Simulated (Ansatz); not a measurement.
Ir3W:
Space group P6₃/mmc (No. 194); a = b = 5.508 Å, c = 4.398 Å, α = β = 90.00°, γ = 120.00°

```json
[
 {"atom": "W", "site": "2c", "symmetry": "-6m2", "x": "0.3333", "y": "0.6667", "z": "0.2500"},
 {"atom": "Ir", "site": "6h", "symmetry": "mm2", "x": "0.3328", "y": "0.1664", "z": "0.2500"}
]
```

Relaxed at zero pressure with r²SCAN (plane waves, PAW; program Ansatz).

Task: The volume is lowered by 9 % and shape and atoms relax at that volume. What pressure results, and how do the axes share the change?

Result: 44.9 GPa; a -3.2 %, b -3.2 %, c -2.9 %; the energy rises by 166 meV/atom.

Task: Give the new structure.

Result: 
Space group P6₃/mmc (No. 194); a = 5.332 Å, b = 5.332 Å, c = 4.270 Å, α = 90.00°, β = 90.00°, γ = 120.00°

```json
[
 {"atom": "W", "site": "2c", "symmetry": "-6m2", "x": "0.3333", "y": "0.6667", "z": "0.2500"},
 {"atom": "Ir", "site": "6h", "symmetry": "mm2", "x": "0.3326", "y": "0.1663", "z": "0.2500"}
]
```

The phase is kept; no other phase was compared at this pressure.

Space group P6_3/mmc. The workflow started from an entry of the Crystallography Open Database (COD). Its standing as an ambient phase is unchecked. The cell was relaxed with r²SCAN under the symmetry of its start; whether a distortion lowers the energy is not shown. The run is not spin-polarised. The volume moved by 44 % from the start of the relaxation. Axis ratios of metals converge slowly with the k-mesh, so a and c are less sure than the volume. Spin–orbit coupling is left out wherever it is not named.

Potentials: the later of the program's two PAW sets.
